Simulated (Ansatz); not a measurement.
**One atom moved along a line in ScBPt3**

Method: Ansatz 0.2.0, DFT PBE, scalar-relativistic, plane waves, PAW. The runs took a 420 eV cutoff, a Γ-centred 12×12×12 mesh and Gaussian smearing (0.15 eV). Spin–orbit coupling is left out, which can shift energies with elements as heavy as these. No spin polarisation. Energies are free energies at this smearing, counted from the undisturbed cell; pressure is positive in compression.

Reference structure (relaxed at this level; it needn't be the usual structure):

```
Sc B Pt
1.0
     4.25454    0.00000    0.00000
     0.00000    4.25454    0.00000
     0.00000    0.00000    4.25454
Sc B Pt
1 1 3
Direct
  0.00000 0.00000 0.00000
  0.50000 0.50000 0.50000
  0.00000 0.50000 0.50000
  0.50000 0.50000 0.00000
  0.50000 0.00000 0.50000
```

Atom 1 (Sc) is moved by x along the Cartesian unit vector (0.707, 0.707, 0.000); the cell and all other atoms stay fixed. The cell is metallic on the mesh throughout.

| x (Å) | ΔE (meV/cell) | force along x on the moved atoms (eV/Å) | pressure (GPa) |
| --- | --- | --- | --- |
| -0.4500 | ? | ? | 4.3 |
| -0.2700 | 93.8 | 0.75 | 1.5 |
| 0.0000 | 0.0 | 0.00 | 0.0 |
| 0.3600 | 177.6 | -1.13 | 2.7 |

Give the withheld values.

ΔE (meV/cell) at x (Å) = -0.4500: 300.1; force along x on the moved atoms (eV/Å) at x (Å) = -0.4500: 1.62.

Cost: 4 runs of about 4.3 core-minutes in all, on Arm Neoverse V1 (shared hosts).